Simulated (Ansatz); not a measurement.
LiPS3:
```cif
data_Li4P4S12
_chemical_formula_sum 'Li4 P4 S12'
_space_group_name_H-M_alt 'C2/m'
_space_group_IT_number 12
_space_group_name_Hall '-C 2y'
_cell_length_a 11.23390
_cell_length_b 7.06331
_cell_length_c 6.61155
_cell_angle_alpha 90.000
_cell_angle_beta 125.904
_cell_angle_gamma 90.000
loop_
_atom_site_label
_atom_site_type_symbol
_atom_site_symmetry_multiplicity
_atom_site_Wyckoff_symbol
_atom_site_fract_x
_atom_site_fract_y
_atom_site_fract_z
_atom_site_occupancy
Li1 Li 4 g 0.00000 0.24240 0.00000 1
P1 P 4 i 0.15187 0.00000 0.57700 1
S1 S 4 h 0.50000 0.27947 0.50000 1
S2 S 4 i 0.19419 0.00000 0.32274 1
S3 S 4 i 0.18012 0.50000 0.06556 1
```
(The calculation used a cell of 10 atoms; values per cell refer to that cell.)

Relaxed with r²SCAN. r²SCAN in the plane-wave PAW code Ansatz gives a gap of 2.12 eV.

### Question
What gap does HSE06 give on the same cell (Ansatz, PAW)?

### Answer
2.87 eV, 0.75 eV more. The hybrid was solved on a coarser mesh and at special points; its gap is the smallest among all of these.

| k | v1 r²SCAN | c1 r²SCAN | v1 HSE06 | c1 HSE06 |
|---|---|---|---|---|
| Γ | 0.00 | 2.49 | 0.00 | 3.24 |
| Y2 | -0.20 | 2.86 | ? | ? |
| A | -0.64 | 2.12 | -0.68 | 2.87 |
| M2 | -0.50 | 2.88 | -0.54 | 3.65 |
| V2 | -0.44 | 2.37 | ? | ? |
| L2 | -0.32 | 2.50 | ? | ? |
| C | -0.13 | 2.85 | ? | ? |
| D | -0.64 | 2.59 | -0.66 | 3.35 |

### Question
Top valence (v1) and lowest conduction level (c1) in eV from each method's valence maximum (which need not be a listed point): supply the withheld HSE06 values.

### Answer

- L2, v1 HSE06: -0.34
- L2, c1 HSE06: 3.26
- Y2, v1 HSE06: -0.21
- Y2, c1 HSE06: 3.61
- V2, v1 HSE06: -0.45
- V2, c1 HSE06: 3.11
- C, v1 HSE06: -0.13
- C, c1 HSE06: 3.61

Cost on shared cores: the r²SCAN run (SCF on a 5×5×5 mesh, then bands and DOS) very roughly 5 core-minutes, the HSE06 run (SCF on 3×3×3, then a few points) roughly 9 core-minutes; the tasks are unlike.

The workflow started from an entry of the Crystallography Open Database (COD). Whether it is the stable phase at ambient conditions was not checked. Symmetry was held in the r²SCAN relaxation; whether a distortion lowers the energy is not shown.

Potentials: the later of the program's two PAW sets.
